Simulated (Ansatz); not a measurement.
CdTe:
```xyz
6
Lattice="4.5612 0.0000 0.0000 -2.2806 3.9501 0.0000 0.0000 0.0000 10.4692" Properties=species:S:1:pos:R:3 pbc="T T T"
Cd     2.2823     0.0000     3.4897
Cd    -1.1412     1.9766     6.9795
Cd     1.1394     1.9735     0.0000
Te     2.2814     0.0000     8.7243
Te    -1.1407     1.9757     1.7449
Te     1.1399     1.9744     5.2346
```

The program Ansatz at the r²SCAN level (PAW) gives a gap of 0.60 eV without spin–orbit coupling, maximum at A, minimum at Γ.

Task: What happens when spin–orbit coupling is switched on?

Result: The gap drops by 0.10 eV, to 0.50 eV; maximum on the A–L line, 3 % of the way from A, minimum at Γ.

Space group P6_422. The workflow started from a Materials Project entry (that database holds measured and hypothetical structures alike); the Crystallography Open Database copy checked does not list it. It is not the phase usual at ambient conditions (space group No. 216). The r²SCAN relaxation kept the symmetry of its start; whether a distortion lowers the energy is not shown. Point labels and valley counts follow the cell and symmetry of the run, lower than the named group.

Potentials: the later of the program's two PAW sets.
